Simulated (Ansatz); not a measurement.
AlGaAs2 (P-4m2), relaxed and computed with several functionals in Ansatz (plane waves, PAW).

```tsv
functional	a (Å)	c (Å)	V (Å³/atom)	gap (eV)	B₀ by P(V) fit (GPa)	electron conductivity mass (mₑ)
PBE	4.060	5.729	23.60	0.87	64.0	0.063
r²SCAN	4.013	5.665	22.81	1.47	74.1	0.16
PBEsol	4.011	5.660	22.76	1.01	70.7	0.079
```

Typed or built starts, not in the databases checked: AlGaAs2, P-4m2 (Ga on 1a, As on 2g, Al on 1c). All cells were relaxed under the symmetry of their starts (and spin orders); stability against distortions was not tested throughout. Spin–orbit coupling is left out wherever it is not named.

Potentials: the earlier of the program's two PAW sets. The files were generated under PBE; for other functionals the program regenerates the frozen cores, and for LDA and PBEsol the local potential too.

Ansatz (a quantum-chemistry and plane-wave program) is a plane-wave DFT program.
